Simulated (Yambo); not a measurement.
RbAuS2O8 (space group P-1, No. 2): one transition space (6×4×2 mesh, 25 valence and 7 conduction bands, Tamm-Dancoff) with different kernels in Yambo, on LDA orbitals; field along x. BSE alone uses the static screening with 114 bands and a 3 Ry block; its scissor and those of RPA and TDDFT come from G0W0, that of the TDHF-type run from bare exchange. Axes are Cartesian, with cell vectors (Å) (4.36, 0.00, 0.00), (1.40, 4.98, 0.00), (0.27, 2.04, 8.80).

```csv
kernel,scissor (eV),direct gap with it (eV),lowest state (eV),rough cost
BSE (screened electron-hole attraction),2.25,3.95,2.03 (dark),1 (with the screening)
"TDHF-type (unscreened attraction, exchange-only scissor)",9.19,10.88,2.81 (dark),about 1/4
RPA (no attraction),2.25,3.95,3.95 (dark),about 1/5
```

Costs are rough.

RPA leaves the lowest state at the direct gap: no bound exciton. These are vertical excitations (zero momentum); the indirect quasiparticle gap, about 3.78 eV, is smaller than the direct one (3.95 eV on the GW mesh). Spin singlets only. Strong means a line over 3 % of the spectrum's maximum, dark under 0.03 %. Absolute energies carry the error of the G0W0 scissor, whose convergence isn't established; the long-wavelength screening was taken along (1,1,1) although the crystal is anisotropic. On a 2×2×1 mesh the BSE binding is 2.00 eV.

Spin-orbit coupling is not included.

Geometry of the Materials Project entry, not relaxed at this level; primitive cell a = 4.3562 Å, b = 5.1682 Å, c = 9.0377 Å, α = 76.96°, β = 88.31°, γ = 74.31°.
